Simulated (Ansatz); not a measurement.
Property card for Zr$_{2}$AlC

Zr$_{2}$AlC:
```yaml
crystal:
  lattice:
    - [3.28917, 0.00000, 0.00000]
    - [-1.64458, 2.84850, 0.00000]
    - [0.00000, 0.00000, 14.52089]
  atoms:
    - { symbol: Zr, position: [0.33333, 0.66667, 0.08635] }
    - { symbol: Zr, position: [0.66667, 0.33333, 0.91365] }
    - { symbol: Zr, position: [0.66667, 0.33333, 0.58635] }
    - { symbol: Zr, position: [0.33333, 0.66667, 0.41365] }
    - { symbol: Al, position: [0.33333, 0.66667, 0.75000] }
    - { symbol: Al, position: [0.66667, 0.33333, 0.25000] }
    - { symbol: C, position: [0.00000, 0.00000, 0.00000] }
    - { symbol: C, position: [0.00000, 0.00000, 0.50000] }
```

Space group P6_3/mmc (No. 194); conventional cell a = b = 3.2892 Å, c = 14.5209 Å, α = β = 90.00°, γ = 120.00°.

Method: plane-wave PAW PBEsol (Ansatz code). Geometry: relaxed at this level of theory. Other levels are named where they apply.

### Cell and energy

| Quantity | Value |
|---|---|
| Volume per atom | 17.01 Å³ |
| Density | 5.41 g/cm³ |
| Formation energy from the elements (no fitted shifts) | -0.70 eV/atom |

### Electronic structure

| Property | Result |
|---|---|
| Electronic character | metallic (no gap) |
| Density of states at the Fermi level | 0.31 states/eV per atom (mean over ±0.08 eV) |
| Gap with spin–orbit coupling | none (metallic) |

### Mechanics

| Property | Value |
|---|---|
| Bulk modulus (Birch–Murnaghan fit) | 131 GPa |
| Pressure derivative B′ | 4.2 |
| Elastic constants (relaxed ions, GPa) | C11 = 270, C12 = 67.7, C13 = 67.9, C33 = 234, C44 = 92.1 |
| Mechanical stability | stable (all eigenvalues of C positive) |
| Hill bulk and shear moduli | 131 and 95.0 GPa |
| Young's modulus | 230 GPa |
| Poisson's ratio | 0.21 |
| Debye temperature from the elastic constants | 536 K |

### Phonons

| Item | Value |
|---|---|
| Highest zone-centre frequency | 583 cm⁻¹ |
| Zone-centre stability | no imaginary mode at Γ |

The workflow started from a Materials Project entry (that database holds measured and hypothetical structures alike); the Crystallography Open Database copy checked does not list it. Whether it is the stable phase at ambient conditions was not checked. Symmetry was held in the PBEsol relaxation. The run is not spin-polarised. As this level gives no gap, shear constants depend on the k-mesh and smearing (Fermi–Dirac, 0.1 eV here). As this level gives no gap, phonon frequencies hold no LO–TO term and depend on the k-mesh and smearing (Fermi–Dirac, 0.1 eV here). The references are the lowest solids computed at this level, not always the standard phases. Scalar-relativistic: spin–orbit coupling is off unless named, which matters more the heavier the elements.

Potentials: the later of the program's two PAW sets.
